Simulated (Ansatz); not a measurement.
The cell is COD entry 1538201, as deposited and not checked against the literature; nothing was relaxed. The listed cell was then made from it by scaling, straining or moving an atom.

An input for LuPd: DFT, PBEsol, PAW with Ansatz's default frozen-core files, scalar-relativistic (Ansatz 0.2.0). The PAW files were made with PBE; their cores are remade for this functional.

Command: `ansatz run input.yaml --threads 1 --pin off --max-ram 3072MiB --backend cpu --events-out ev --progress --plain --runs-dir out` The run took 6.9 s on 1 thread of Intel(R) Xeon(R) Platinum 8488C (Sapphire Rapids) (shared host), peak memory 0.51 GiB.

```yaml
crystal:
  lattice:
    - [3.415, 0.0, 0.0]
    - [0.0, 3.415, 0.0]
    - [0.0, 0.0, 3.38085]
  atoms:
    - { symbol: Lu, position: [0.0, 0.0, 0.0] }
    - { symbol: Pd, position: [0.5, 0.5, 0.5] }
kpoints:
  mp_grid: { grid: [10, 10, 10] }
scf:
  occupations: { method: fermi_dirac, width: 0.05 }
hamiltonian:
  xc: pbesol
  pseudopotentials: { kind: paw }
output:
  forces: true
  stress: true
  eigenvalues: true
  efg: { contact_densities: true }
```

Set-up and iterations as logged by Ansatz (the results part is left out, to be predicted):

```
Engine: ansatz 0.2.0
Pseudopotentials: kind: paw
Pseudopotential: Lu, paw, valence charge 25, recommended cutoff 420 eV (normal)
Pseudopotential: Pd, paw, valence charge 18, recommended cutoff 420 eV (normal)
Functional definition: PBEsol
  exchange = pbesol_x
  correlation = pbesol_c
Crystal: 2 atoms, lattice volume = 39.428 Å³
Basis set: ecut = 420 eV, 751 PW (Γ), exchange–correlation on 48×48×48 points (8 copies of the dense FFT grid, shifted against one another)
Bands: 26, of which v1, the nominal top of the filled ones, is band 22 counted from 1 (21 counted from 0)
Symmetry: 16 space group operations
Space group: P4/mmm (ITA 123), of the structure as read, at distance tolerance 3.4e-5 Å
k-points: 126 of 1000
Non-local potential: Lu, projectors of the file, l = 0: 3, l = 1: 2, l = 2: 2, l = 3: 3
Non-local potential: Pd, projectors of the file, l = 0: 2, l = 1: 2, l = 2: 2, l = 3: 1
PAW form: soft (Blöchl's): semilocal exchange-correlation on the pseudo side does not see the compensation charge
PAW frozen core: Lu, regenerated for the run's functional, and the local potential with it (the file was generated under x = pbe(κ = 0.804, μ = 0.2195149727645171), c = pbe(β = 0.06672455060314922))
PAW frozen core: Pd, regenerated for the run's functional, and the local potential with it (the file was generated under x = pbe(κ = 0.804, μ = 0.2195149727645171), c = pbe(β = 0.06672455060314922))
PAW one-centre angular grid: Lu, 590 points (default); XC on 64 Gauss nodes
PAW one-centre angular grid: Pd, 590 points (default); XC on 64 Gauss nodes
Initial density: superposition of atomic densities (neutral atoms: chi_scale 0, normalization atom), corrected by the library's trained network
Initial wavefunctions: pseudopotential atomic-orbital guess
Functional: x = pbesol(κ = 0.804, μ = 0.12345679012345678), c = pbesol(β = 0.046)
SCF iter   1: F=—  HF=-21519.949012 eV  |F-HF|=—  |Δ(HF+E_count)|=         —  Δρ=1.12e-2  dr2=6.72e-2  ethr=1.77e-3  ⟨swp⟩=6.0  Hψ=15934  notcnv=0
SCF iter   2: F=—  HF=-21519.935161 eV  |F-HF|=—  |Δ(HF+E_count)|=   1.39e-2  Δρ=2.72e-3  dr2=1.72e-3  ethr=1.56e-4  ⟨swp⟩=2.9  Hψ=7671  notcnv=0  defer=8
SCF iter   3: F=—  HF=-21519.934449 eV  |F-HF|=—  |Δ(HF+E_count)|=   7.13e-4  Δρ=1.33e-3  dr2=3.25e-4  ethr=4.00e-6  ⟨swp⟩=3.1  Hψ=7081  notcnv=0  defer=8
SCF iter   4: F=—  HF=-21519.934350 eV  |F-HF|=—  |Δ(HF+E_count)|=   9.85e-5  Δρ=8.51e-4  dr2=1.30e-4  ethr=7.56e-7  ⟨swp⟩=3.1  Hψ=7573  notcnv=0  defer=8
SCF iter   5: F=—  HF=-21519.934339 eV  |F-HF|=—  |Δ(HF+E_count)|=   1.10e-5  Δρ=1.64e-4  dr2=1.57e-5  ethr=3.03e-7  ⟨swp⟩=2.0  Hψ=5842  notcnv=0  defer=8
SCF iter   6: F=—  HF=-21519.934353 eV  |F-HF|=—  |Δ(HF+E_count)|=   1.40e-5  Δρ=9.51e-5  dr2=2.73e-6  ethr=3.65e-8  ⟨swp⟩=2.1  Hψ=5825  notcnv=0  defer=8
SCF iter   7: F=-21519.934353 eV  HF=-21519.934353 eV  |F-HF|=6.38e-8  |Δ(HF+E_count)|=   6.38e-7  Δρ=1.97e-5  dr2=9.95e-8  ethr=2.33e-10  ⟨swp⟩=8.2  Hψ=23245  notcnv=0
```

Spin polarisation is left out, and whether a magnetic state lies lower isn't shown here.

What pressure will this run report?

-1.17 GPa (positive in compression).
